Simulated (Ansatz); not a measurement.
ZnO (wurtzite)

```
ZnO
1.0
    3.27991     0.00000     0.00000
   -1.63996     2.84049     0.00000
    0.00000     0.00000     5.29408
Zn O
2 2
Cartesian
  1.63996   0.94683   0.01133
  0.00000   1.89366   2.65837
  1.63996   0.94683   3.29853
  0.00000   1.89366   0.65149
```

Two coordinates are scanned: the volume, and the ratio of the stretch along z (the conventional c axis) to the stretch across it. Atoms keep their fractional coordinates.

These are PBE (plane waves to 420 eV, PAW, scalar-relativistic; Ansatz, a first-principles code) values and carry that method's errors. k mesh 12×12×6 (Γ-centred), Fermi-Dirac smearing 0.05 eV. Compression counts positive. As the atoms are clamped, bonds stretch with the cell, which overstates energies and stresses. The PAW data are Ansatz's earlier set. ZnO was relaxed with its symmetry unable to fall.

Changes of σzz (GPa) from the point V/V₀ = 1.000, (c/a)/(c/a)₀ = 1.000 when one coordinate moves alone (two changes are said to add if the coupling is within 5 % of the smaller one, nearly so within 20 %):

```
point                               change
----------------------------------  ------
V/V₀ = 1.000, (c/a)/(c/a)₀ = 0.880   22.92
V/V₀ = 1.000, (c/a)/(c/a)₀ = 0.940    9.53
V/V₀ = 0.920, (c/a)/(c/a)₀ = 1.000   12.88
V/V₀ = 0.960, (c/a)/(c/a)₀ = 1.000    5.73
V/V₀ = 1.040, (c/a)/(c/a)₀ = 1.000   -4.62
V/V₀ = 1.080, (c/a)/(c/a)₀ = 1.000   -8.33
V/V₀ = 1.000, (c/a)/(c/a)₀ = 1.060   -6.64
V/V₀ = 1.000, (c/a)/(c/a)₀ = 1.120  -11.12
```

Task: What is the change at V/V₀ = 0.920, (c/a)/(c/a)₀ = 0.880, where both move, and how far is it from the sum?

Result: The sum of the single changes is 12.88 + (22.92) = 35.80; the calculation gives 43.75, so the coupling contributes 7.95 (over 20 % of the smaller single change, not additive).

Task: Do the two effects add at V/V₀ = 1.080, (c/a)/(c/a)₀ = 1.060? Give the computed change.

Result: The sum of the single changes is -8.33 + (-6.64) = -14.97; the calculation gives -13.19, so the coupling contributes 1.78 (over 20 % of the smaller single change, not additive).

Task: Do the two effects add at V/V₀ = 1.040, (c/a)/(c/a)₀ = 1.120? Give the computed change.

Result: The sum of the single changes is -4.62 + (-11.12) = -15.74; the calculation gives -14.09, so the coupling contributes 1.65 (over 20 % of the smaller single change, not additive).

(Under strain, the slope of the energy per volume gives the stress and its curvature an elastic modulus.)
